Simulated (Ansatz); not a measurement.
Data:

Al2W:
```
CELL_PARAMETERS angstrom
      0.00000     4.13683     4.44559
      2.46019     0.00000     4.44559
      2.46019     4.13683     0.00000
ATOMIC_POSITIONS crystal
  Al 0.08302 0.41698 0.08302
  Al 0.41698 0.08302 0.41698
  Al 0.16698 0.83302 0.16698
  Al 0.83302 0.16698 0.83302
  W  0.75000 0.75000 0.75000
  W  0.50000 0.50000 0.50000
```

This is the PBEsol-relaxed structure.

Question: All from PBEsol (plane waves, PAW; program Ansatz), unless another level is named. Predict the density of states at the Fermi level.

Answer: 0.44 states/eV per atom (mean over ±0.08 eV).

Question: What about the formation energy from the elements (no fitted shifts)?

Answer: -0.051 eV/atom.

Space group Fddd. The start of the workflow was typed in or built on a structure type; neither database checked (COD, Materials Project) lists it. Its standing as an ambient phase is unchecked. The PBEsol relaxation kept the symmetry of its start; whether a distortion lowers the energy is not shown. The run is not spin-polarised. The references are the lowest solids computed at this level, not always the standard phases. Spin–orbit coupling is left out wherever it is not named.

Potentials: the earlier of the program's two PAW sets. The files were generated under PBE; for other functionals the program regenerates the frozen cores, and for LDA and PBEsol the local potential too.
